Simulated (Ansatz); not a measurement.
**Sn: stationary points along a deformation path**

The calculation used Ansatz, DFT PBE, scalar-relativistic, plane waves, PAW. Cutoff 420 eV, Γ-centred 14×14×14 k-points, Gaussian smearing of 0.15 eV. No spin polarisation. Energies are free energies at this smearing, counted from the undisturbed cell; pressure is positive in compression.

Reference structure (as given, not relaxed at this level; it stands at 3.2 GPa):

```
CELL_PARAMETERS angstrom
0.00000 3.24560 3.24560
3.24560 0.00000 3.24560
3.24560 3.24560 0.00000
ATOMIC_POSITIONS crystal
Sn 0.50000 0.50000 0.50000
Sn 0.75000 0.75000 0.75000
```

At fixed volume and fractional coordinates, lengths along (0.000, 0.000, 1.000) are scaled against those across it; ρ is that ratio over its starting value. V = 34.189 Å³/atom. Δσ is the stress along the axis less the mean stress across it (compression positive).

| ρ | ΔE (meV/atom) | Δσ (GPa) | space group |
| --- | --- | --- | --- |
| 0.650 | 152.2 | 2.33 | I4_1/amd |
| 0.707 | 122.2 | 2.72 | I4_1/amd |
| 0.780 | 81.1 | 3.17 | I4_1/amd |
| 0.850 | 42.5 | 3.04 | I4_1/amd |
| 0.920 | 12.9 | 2.03 | I4_1/amd |
| 0.960 | 3.3 | 1.10 | I4_1/amd |
| 1.000 | 0.0 | 0.00 | Fd-3m |
| 1.050 | 5.2 | -1.55 | I4_1/amd |
| 1.100 | 21.0 | -3.24 | I4_1/amd |
| 1.200 | 81.0 | -6.32 | I4_1/amd |
| 1.300 | 162.5 | -7.64 | I4_1/amd |
| 1.414 | 245.4 | -5.72 | I4_1/amd |
| 1.500 | 283.4 | -3.12 | I4_1/amd |

How does the stress give the slope of the energy, and where is the energy stationary?

Along the path d ln(length) is 2/3 d ln ρ on the axis and −1/3 d ln ρ across it, so dE/d ln ρ = −(2/3) V Δσ: the energy falls with ρ where Δσ is positive. Δσ vanishes or changes sign at ρ = 1.000 (Fd-3m), a minimum at 0.0 meV/atom. Pairs of stationary points between two samples would go unseen, and could change a minimum read from distant neighbours into a maximum. At ρ = 1.000 the cell is cubic, where symmetry alone makes the stress isotropic and the slope zero.

Which shear constant sets the curvature at ρ = 1?

For a cubic crystal E/V = (2/3) C (ln ρ)² with C = C′ = (C11 − C12)/2, so Δσ = −2C ln ρ. The parabola of Δσ against ln ρ through ρ = 0.960, 1 and 1.050 gives C ≈ 14.6 GPa with the ions clamped, rough because the steps are large. It is the stress–strain coefficient at this cell's pressure of 3.2 GPa, not the zero-pressure constant.

Integrate that slope from ρ = 1 to 1.200 by the trapezoid rule.

With V/N in Å³ and 1 eV/Å³ = 160.2 GPa the slopes at ρ = 1.000, 1.050, 1.100, 1.200 are 0, 221, 460, 899 meV/atom per unit of ln ρ. The steps add 5.4 + 15.9 + 59.2 = 80.4 meV/atom, against 81.0 from the energies; the trapezoid rule misses the curvature of the slope within each step.

In a metal these slopes depend on the k mesh and the smearing.